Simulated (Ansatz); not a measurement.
SnRu3C (anti-perovskite, space group No. 221) under volume change, plane-wave PAW r²SCAN (Ansatz code), scaled uniformly.

| V (Å³/atom) | E − E(relaxed) (meV/atom) | P (GPa) |
|---|---|---|
| 12.237 | 107.7 | 31.20 |
| 12.640 | 45.0 | 18.96 |
| 13.043 | 10.6 | 8.67 |
| 13.447 | 0.0 | 0.00 |
| 13.850 | 9.4 | -7.29 |
| 14.254 | 35.7 | -13.41 |
| 14.657 | 76.1 | -18.54 |

Problem. What does a third-order Birch–Murnaghan fit give for V₀, B₀ and B′?

Solution. V₀ = 13.45 Å³/atom, B₀ = 264 GPa, B′ = 4.8.

Space group Pm-3m (anti-perovskite). The start of the workflow was typed in or built on a structure type; neither database checked (COD, Materials Project) lists it. Whether it is the stable phase at ambient conditions was not checked. The cell was relaxed with r²SCAN under the symmetry of its start; whether a distortion lowers the energy is not shown. No spin polarisation was allowed. Spin–orbit coupling is left out wherever it is not named.

Potentials: the later of the program's two PAW sets.
